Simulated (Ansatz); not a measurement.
# HfZr₃S₈: computed properties

Level of theory: DFT PBE, scalar-relativistic, plane waves, PAW (Ansatz 0.2.0).

Plane waves to 420 eV, a k mesh through Γ of 4×4×4 on the computed 12-atom cell and Gaussian smearing (0.02 eV); no spin polarisation.

The structure is relaxed at this level of theory with its symmetry kept, and needn't be the ground state of this composition.

```cif
data_structure
_symmetry_space_group_name_H-M 'C2/m'
_symmetry_Int_Tables_number 12
_cell_length_a 13.5387
_cell_length_b 7.3551
_cell_length_c 6.3674
_cell_angle_alpha 90.000
_cell_angle_beta 90.006
_cell_angle_gamma 90.000
_cell_volume 634.06
loop_
_atom_site_label
_atom_site_type_symbol
_atom_site_symmetry_multiplicity
_atom_site_Wyckoff_symbol
_atom_site_fract_x
_atom_site_fract_y
_atom_site_fract_z
_atom_site_occupancy
Zr1 Zr 4 g 0.00000 0.75037 0.00000 1
Zr2 Zr 2 d 0.00000 0.50000 0.50000 1
Hf1 Hf 2 c 0.00000 0.00000 0.50000 1
S1 S 4 i 0.10709 0.50000 0.16631 1
S2 S 8 j 0.10689 0.75178 0.66552 1
S3 S 4 i 0.10691 0.00000 0.16931 1
```

| Item | Value |
| --- | --- |
| Space group | C2/m (No. 12) |
| Volume per atom | 26.42 Å³ |
| Formation energy from the elements' standard states (uncorrected) | -1.569 eV/atom |
| Kohn–Sham band gap | 1.13 eV, indirect from Γ to A (the valley at Y2 lies within 0.03 eV, so the order isn't resolved) |
| Orbital (Löwdin) character of the top 1 eV of the valence band | S 3p 91 % |
| Orbital (Löwdin) character of the lowest 1 eV of the conduction band | Zr 4d 64 %, S 3p 18 %, Hf 5d 12 % |
| Electron masses at the edge by direction of the standard setting (m_e; one valley, along these axes only; no spin-orbit coupling) | x: 2.9; y: 0.74; z: 0.34 |
| Hole masses at the edge by direction of the standard setting (m_e; one valley, along these axes only; no spin-orbit coupling) | x: 16, 16; y: 0.44, 0.19; z: 0.29, 0.24 |

Spin-orbit coupling is left out, which matters for the bands of heavy elements. The cell holds layers, chains or molecules and no dispersion correction was added, so their binding is poorly described.

The cell was found from a structure generator's guess, not taken from experiment. Kohn–Sham gaps at this level usually fall short of measured ones. Löwdin shares on free-atom orbitals overweight diffuse shells in the empty bands.
